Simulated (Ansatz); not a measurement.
With DFT-PBE in the program Ansatz with PAW potentials, TaAs in the tetragonal phase (I4_1md; Ta on 4a, As on 4a) relaxes to a = 3.463 Å, c = 11.735 Å. As has 6 nearest neighbours from 2.62 Å (trigonal prismatic). Against the elements it lies at -0.54 eV/atom, with no fitted shifts.

Electronic character: no gap, with almost no states at the Fermi level (zero-gap or semimetallic).

An equation-of-state fit gives a bulk modulus of 174 GPa.

Symmetry was held in the PBE relaxation. No spin polarisation was allowed. A small band overlap can be real or an error of a semilocal functional. The references are the lowest solids computed at this level, not always the standard phases. Scalar-relativistic: spin–orbit coupling is off unless named, which matters more the heavier the elements.

Potentials: the later of the program's two PAW sets.
